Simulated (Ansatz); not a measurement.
Total density of states per atom from the program Ansatz at the r²SCAN+D4 level (PAW), in 0.25 eV bins, energy from the Fermi level:

(E (eV), states/eV/atom): (-7.85, 0.60); (-7.60, 3.46); (-7.35, 8.71); (-7.10, 6.88); (-6.85, 0.26); (-6.60, 0.09); (-6.35, 0.00); (-6.10, 0.00); (-5.85, 0.28); (-5.60, 0.51); (-5.35, 0.47); (-5.10, 0.46); (-4.85, 0.51); (-4.60, 0.52); (-4.35, 0.40); (-4.10, 0.38); (-3.85, 0.42); (-3.60, 0.24); (-3.35, 0.42); (-3.10, 0.42); (-2.85, 0.48); (-2.60, 0.53); (-2.35, 0.60); (-2.10, 0.76); (-1.85, 0.77); (-1.60, 0.90); (-1.35, 0.68); (-1.10, 0.63); (-0.85, 0.53); (-0.60, 0.47); (-0.35, 0.39); (-0.10, 0.25); (0.15, 0.23); (0.40, 0.13); (0.65, 0.08); (0.90, 0.09); (1.15, 0.11); (1.40, 0.14); (1.65, 0.21); (1.90, 0.28); (2.15, 0.30); (2.40, 0.38); (2.65, 0.46); (2.90, 0.50); (3.15, 0.45); (3.40, 0.44); (3.65, 0.46); (3.90, 0.33); (4.15, 0.26); (4.40, 0.26); (4.65, 0.35)

Task: Which of these materials gives this?
A. SeBr, Aea2 (Br on 8b, Se on 8b)
B. ZnSe, P4/nmm (Zn on 2c, Se on 2a)
C. H, Cmcm (H on 8f)
D. S, S12-ring

Result: B, ZnSe, P4/nmm (Zn on 2c, Se on 2a). Within 0.5 eV of the Fermi level: Se 4p 73 %, Zn 4s 19 %. Projections are on Löwdin-orthogonalised atomic valence shells; empty p or d shells of many metals are not among them.

The cell is a constructed one: a structure type filled with these elements; the Crystallography Open Database copy checked does not list it. It is not the phase usual at ambient conditions (space group No. 216). The cell was relaxed with r²SCAN+D4 under the symmetry of its start; whether a distortion lowers the energy is not shown. Spin–orbit coupling is left out wherever it is not named.

Potentials: the later of the program's two PAW sets.
